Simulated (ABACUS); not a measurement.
Band structure of NbP (I4_1md, 4 atoms in the cell; from Materials Project mp-9339, lattice scaled a little).

```xyz
4
Lattice="-1.6955 1.6955 5.8107 1.6955 -1.6955 5.8107 1.6955 1.6955 -5.8107" Properties=species:S:1:pos:R:3 pbc="T T T"
Nb     0.0000     0.0000     8.7147
Nb     1.6955     0.0000     5.8093
P      0.0000     0.0000     3.8670
P      1.6955     0.0000     0.9617
```

Method: PBE, PseudoDojo 0.5 standard norm-conserving PBE (tails mended) pseudopotentials (plane waves; ABACUS 3.10.1).

Settings: KPT = MP 7 7 7 0 0 0; basis_type = pw; ecutwfc = 82 Ry; smearing_method = mv; smearing_sigma = 0.0199916 Ry; potentials = PseudoDojo 0.5 standard norm-conserving PBE (tails mended); symmetry = 1; symmetry_prec = 1e-05; ks_solver = dav_subspace; scf_nmax = 100; scf_thr = 1.0e-09 Ry; mixing_type = pulay; mixing_beta = 0.7.

The structure comes from a collection of computed structures, made at another level of theory; the collection holds predicted forms beside known ones. Its lattice was then scaled. No clean gap shows at this smearing width and mesh (spacing up to 0.37 Å⁻¹); the mesh is coarse for partly filled bands, so the values carry mesh errors.

Points are given in units of this cell's reciprocal vectors. Levels in eV from the Fermi level, bands 15 to 22:
```csv
point,15,16,17,18,19,20,21,22
Γ (0 0 0),-1.97,-1.58,-1.29,-1.29,0.84,1.55,2.57,3.02
X (0 0 0.5),-2.75,-2.75,-0.37,-0.37,2.83,2.83,2.94,2.94
Y (-0.043 0.043 0.5),-2.72,-2.72,-0.41,-0.41,2.64,2.64,2.99,2.99
S (-0.271 0.271 0.271),-2.17,-2.06,-1.35,-0.08,0.15,1.59,2.30,2.59
Z (0.5 0.5 -0.5),-2.47,-2.47,-0.52,-0.52,1.18,1.18,2.22,2.22
S1 (0.271 0.729 -0.271),-2.17,-2.06,-1.35,-0.08,0.15,1.59,2.30,2.59
N (0 0.5 0),-2.19,-1.78,-1.37,-0.09,0.13,1.30,2.37,2.53
P (0.25 0.25 0.25),-2.78,-2.78,-0.36,-0.36,2.84,2.84,2.91,2.91
Y1 (0.5 0.5 -0.043),-2.72,-2.72,-0.41,-0.41,2.64,2.64,2.99,2.99
```

1 band crosses the Fermi level along this path, so the cell has no gap at this level.

The Fermi level comes from the SCF mesh, which can miss band crossings, so its place against them is uncertain.

“Tails mended”: in these copies of the files the far tail of each local potential was reset to the Coulomb form.
